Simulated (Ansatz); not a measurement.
# What a trial cell of CuSi relaxes into

All numbers below come from Ansatz 0.2.0, DFT PBE, scalar-relativistic, plane waves, PAW. Cutoff 420 eV, Gaussian smearing, Γ-centred meshes. Cell and atoms relax first on a coarse mesh and then on a finer one. In between, the cell is made exact in the group found at 0.06 Å. In metals the finer mesh still leaves noise of several meV/atom or more. The steps can't lower the symmetry of their start. No spin polarisation.

The guess for CuSi was made by a generator: ordered superstructure of hcp (P-6m2, No. 187) (sublattice all; occupants of the shared sites, in ratio, Si: 1, Cu: 1). Its size is a rough estimate.

```
Si Cu
1.0
     2.79491    0.00000    0.00000
    -1.39746    2.42047    0.00000
     0.00000    0.00000    4.56410
Si Cu
1 1
Direct
  0.33333 0.66667 0.00000
  0.66667 0.33333 0.50000
```

The zero of energy is the elements' standard structures at the same level; no fitted shifts are applied.

Question: Describe the relaxed structure.

Answer: The symmetry stays P-6m2 (No. 187). The volume per atom shrinks by 14.3 %, from 15.4 to 13.2 Å³. The shortest distance goes from 2.79 Å (Cu–Si, Cu–Cu and Si–Si) to 2.56 Å (Cu–Si). The ratio c/a of the conventional cell changes by a factor of 0.89. Conventional cell: a = 2.763 Å, c = 4.002 Å. Around Si lie 6 Cu at 2.56 Å and 6 Si at 2.76 Å; around Cu lie 6 Si at 2.56 Å and 6 Cu at 2.76 Å.

```
CELL_PARAMETERS angstrom
2.76263 0.00000 0.00000
-1.38132 2.39251 0.00000
0.00000 0.00000 4.00185
ATOMIC_POSITIONS crystal
Si 0.33333 0.66667 0.00000
Cu 0.66667 0.33333 0.50000
```

Question: Give its energy and gap.

Answer: The energy over the elements is +0.21 eV/atom. The gap on the 24×24×14 mesh of the 2-atom cell is 0 eV (a metal).

It can't be a ground state, since the elements alone are lower.

The last run used Gaussian smearing of 0.10 eV. The cell is a metal run without spin; a magnetic state may lie lower. Symmetry constrained the relaxation, so the result can be a saddle point. In all, the 3 runs took 4.3 min on 1 thread of Intel(R) Xeon(R) Processor @ 2.70GHz (shared host).
